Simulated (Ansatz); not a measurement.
Given:

ReC:
```
ReC
1.0
    2.87871     0.00000     0.00000
   -1.43935     2.49303     0.00000
    0.00000     0.00000     2.81432
Re C
1 1
Direct
  0.00000   0.00000   0.00000
  0.66667   0.33333   0.50000
```

This is the PBE-relaxed structure.

### Question
All from PBE in the plane-wave PAW code Ansatz, unless another level is named. Give the formation energy from the elements (no fitted shifts).

### Answer
21 kJ/mol of atoms.

### Question
Predict the density of states at the Fermi level.

### Answer
0.41 states/eV per atom (mean over ±0.08 eV).

### Question
Next, the gap with spin–orbit coupling?

### Answer
none (metallic).

Space group P-6m2. The cell is a constructed one: a structure type filled with these elements; the Crystallography Open Database copy checked does not list it. Whether it is the stable phase at ambient conditions was not checked. Symmetry was held in the PBE relaxation; its stability against distortions is not shown here. The run is not spin-polarised. The volume moved by 18 % from the start of the relaxation. Its formation energy is positive at this level, so the cell may be metastable or incomplete. The references are the lowest solids computed at this level, not always the standard phases. Scalar-relativistic: spin–orbit coupling is off unless named, which matters more the heavier the elements.

Potentials: the earlier of the program's two PAW sets.
